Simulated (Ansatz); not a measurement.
Starting structure of a cell relaxation (symmetry kept):

```cif
data_structure
_symmetry_space_group_name_H-M 'Pm-3m'
_symmetry_Int_Tables_number 221
_cell_length_a 4.3115
_cell_length_b 4.3115
_cell_length_c 4.3115
_cell_angle_alpha 90.000
_cell_angle_beta 90.000
_cell_angle_gamma 90.000
_cell_volume 80.15
loop_
_atom_site_label
_atom_site_type_symbol
_atom_site_symmetry_multiplicity
_atom_site_Wyckoff_symbol
_atom_site_fract_x
_atom_site_fract_y
_atom_site_fract_z
_atom_site_occupancy
Zr1 Zr 3 c 0.50000 0.50000 0.00000 1
Cu1 Cu 1 a 0.00000 0.00000 0.00000 1
```

Level of theory: Ansatz, DFT r2SCAN, scalar-relativistic, plane waves, PAW.

Settings: cutoff 500 eV, Γ-centred mesh 10×10×10 on the computed 4-atom cell, Gaussian smearing of 0.10 eV; no spin polarisation.

Question: What does it relax to?

Answer: The volume goes down by 0.16 Å³/atom to 19.88 Å³/atom, and the energy falls by 0.4 meV/atom. Final structure:
```cif
data_structure
_symmetry_space_group_name_H-M 'P 1'
_symmetry_Int_Tables_number 1
_cell_length_a 4.3002
_cell_length_b 4.3002
_cell_length_c 4.3002
_cell_angle_alpha 90.000
_cell_angle_beta 90.000
_cell_angle_gamma 90.000
_cell_volume 79.52
loop_
_atom_site_label
_atom_site_type_symbol
_atom_site_fract_x
_atom_site_fract_y
_atom_site_fract_z
_atom_site_occupancy
Zr1 Zr 0.50000 0.50000 0.00000 1
Zr2 Zr 0.50000 0.00000 0.50000 1
Zr3 Zr 0.00000 0.50000 0.50000 1
Cu1 Cu 0.00000 0.00000 0.00000 1
```